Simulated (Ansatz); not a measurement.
The relaxed structure here is a generated cell of Ti: the first start was made by placing the elements on the sites of a structure type, and the end was not matched to a known phase here, so it may be hypothetical. Known forms of Ti include space group No. 194.

One stationary structure of Ti. The numbers are results of PBE (plane waves to 420 eV, PAW, scalar-relativistic; Ansatz, an electronic-structure program), not measurements.

```xyz
16
Lattice="5.1146 -5.2996 0.0000 5.1146 5.2996 0.0000 0.0000 0.0000 5.1694" Properties=species:S:1:pos:R:3 pbc="T T T"
Ti     6.4717     2.6498     2.0684
Ti     6.4717    -2.6498     3.1010
Ti     3.7574    -2.6498     3.1010
Ti     3.7574     2.6498     2.0684
Ti     5.1146     5.0658     1.2678
Ti     5.1146     0.2338     1.2678
Ti     5.1146    -5.0658     3.9016
Ti     5.1146    -0.2338     3.9016
Ti     2.5573    -1.2852     0.0000
Ti     7.6718    -1.2852     0.0000
Ti     2.5573     1.2852     0.0000
Ti     7.6718     1.2852     0.0000
Ti     5.1146     2.6498     4.5441
Ti     5.1146    -2.6498     0.6253
Ti     2.5573     0.0000     2.5847
Ti     7.6718     0.0000     2.5847
```

### Question
Find the space group and the Wyckoff positions (tolerance 0.01 Å).

### Answer
Space group Cmme (No. 67); a = 10.229 Å, b = 10.599 Å, c = 5.169 Å, α = 90.00°, β = 90.00°, γ = 90.00°

```
atom  site  symmetry       x       y       z
----  ----  --------  ------  ------  ------
Ti      8n       .m.  0.1327  0.2500  0.5999
Ti      8m       m..  0.0000  0.5221  0.2453
Ti      8j       .2.  0.2500  0.1213  0.0000
Ti      4g       mm2  0.0000  0.2500  0.1210
Ti      4b       222  0.2500  0.5000  0.5000
```

### Question
Give the shortest distances between elements (the closest pairs, up to four, under 3.6 Å).

### Answer
Ti–Ti 2.57 Å.

| Item | Result |
|---|---|
| Volume per atom | 17.51 Å³ |
| Band gap | no gap on the sampled points, where the bands overlap only slightly; such a result is sensitive to mesh and level |

No spin polarisation in the result.

The run could not lose the symmetry of its start: the end is stationary, and may be a saddle point rather than a minimum.

It was reached from a disturbed copy of a Pm-3n (No. 223) cell, against which it lies -0.06 eV/atom.
